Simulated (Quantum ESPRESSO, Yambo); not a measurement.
At a photon energy of 9.38 eV, RPA with local fields on PBEsol bands shifted by a G0W0 scissor of 3.16 eV (Quantum ESPRESSO and Yambo; 4×4×4 mesh, 115 bands, 3 Ry local-field block, 0.2 eV broadening) gives ε = 2.74 + 1.4i for Na₃MoO₃F₃ (space group R3, No. 146), field along x. Axes are Cartesian, with cell vectors (Å) (2.78, 1.61, 4.84), (-2.78, 1.61, 4.84), (0.00, -3.21, 4.84).

Problem. Work out n, κ, the normal-incidence reflectivity, the absorption coefficient and the penetration depth.

Solution. 
|ε| = 3.08; n = √((|ε| + ε1)/2) = 1.71, κ = √((|ε| − ε1)/2) = 0.41. R = ((n − 1)² + κ²)/((n + 1)² + κ²) = 0.09. α = 2Eκ/(ħc) with ħc = 197.327 eV nm: 0.0390 per nm = 3.9 × 10⁵ per cm, a 1/e depth of 26 nm. The computed direct gap is 7.41 eV, and the energy scale of the real crystal may differ from it. Excitonic effects are left out, and values at one energy depend on mesh and broadening. The scissor comes from a G0W0 run whose convergence isn't established. Convergence of the RPA response with its 4×4×4 mesh was not tested.

Spin-orbit coupling is not included.

Geometry of the Materials Project entry, not relaxed at this level; primitive cell a = 5.8061 Å, b = 5.8061 Å, c = 5.8061 Å, α = 57.29°, β = 57.29°, γ = 57.29°.
